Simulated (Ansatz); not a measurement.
RbBr:
```
RbBr
1.0
    0.00000     3.50894     3.50894
    3.50894     0.00000     3.50894
    3.50894     3.50894     0.00000
Rb Br
1 1
Direct
  0.00000   0.00000   0.00000
  0.50000   0.50000   0.50000
```

Relaxed with PBE. Special points in fractions of this cell's reciprocal vectors: Γ (0.000, 0.000, 0.000); X (0.500, 0.000, 0.500); U (0.625, 0.250, 0.625); K (0.375, 0.375, 0.750); L (0.500, 0.500, 0.500); W (0.500, 0.250, 0.750).

Task: List the band energies nearest the valence-band maximum at these points for the program Ansatz at the PBE level (PAW).

Result: In eV from the valence-band maximum; about four levels below and three above (degenerate sets whole), none deeper than 8.9 eV; points with the same levels are listed once.

```csv
k,below,above
Γ,-8.64 -8.64 -8.64 0.00 0.00 0.00,4.19 7.25 7.25 7.25
X,-8.69 -8.69 -0.45 -0.15 -0.15,5.67 6.86 8.84
U,-8.66 -0.44 -0.39 -0.23,6.33 7.79 7.95
L,-8.61 -0.87 -0.30 -0.30,6.63 7.47 9.27 9.27
W,-8.63 -0.43 -0.33 -0.33,7.00 7.00 7.97
```

Space group Fm-3m (rock salt). The PBE relaxation kept the symmetry of its start; phonons on a q-mesh show no instability. Spin–orbit coupling is left out wherever it is not named.

Potentials: the later of the program's two PAW sets.
